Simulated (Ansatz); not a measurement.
## Two states of Cu$_{3}$Rh$_{2}$S$_{2}$

```yaml
crystal:
  lattice:
    - [0.00000, -2.88794, 4.14809]
    - [2.44617, -1.53507, -4.14809]
    - [2.77563, 1.53507, 4.14809]
  atoms:
    - { symbol: Rh, position: [0.00000, 0.00000, 0.00000] }
    - { symbol: Cu, position: [0.00000, 0.50000, 0.50000] }
    - { symbol: Cu, position: [0.50000, 0.00000, 0.50000] }
    - { symbol: Cu, position: [0.00000, 0.00000, 0.50000] }
    - { symbol: S, position: [0.72100, 0.27900, 0.83700] }
    - { symbol: S, position: [0.27900, 0.72100, 0.16300] }
    - { symbol: Rh, position: [0.50000, 0.50000, 0.50000] }
```

The numbers come from plane-wave PAW DFT (Ansatz): r2SCAN, 500 eV, 5×5×5 Γ-centred k points, fermi-dirac occupations (width 0.1 eV). Nothing was relaxed.

State A: Rh1 up, Rh7 down (collinear spin). State B: Rh1 up, Rh7 up (collinear spin).

Problem. Which state is lower, and how do they differ?

Solution. State A is lower by 2.0 meV an atom at zero smearing; in free energy at this smearing B lies +1.0 meV an atom from A. So small a gap isn't resolved on this mesh where a state is a metal.

| state | free energy (meV/atom) | largest moment in a small sphere (μB) | net moment (μB/cell) | gap on mesh (eV) | pressure (GPa) | largest force (eV/Å) |
| --- | --- | --- | --- | --- | --- | --- |
| A | 0.0 | 0.84 | 0.20 | metal | 16.1 | 3.59 |
| B | 1.0 | 0.80 | 1.98 | metal | 16.3 | 3.55 |

Origin: a known structure type with other elements, at an estimated volume, so it need not be a known compound. Caveats: the k mesh is coarse if the cell is a metal; atoms or cell far from equilibrium.
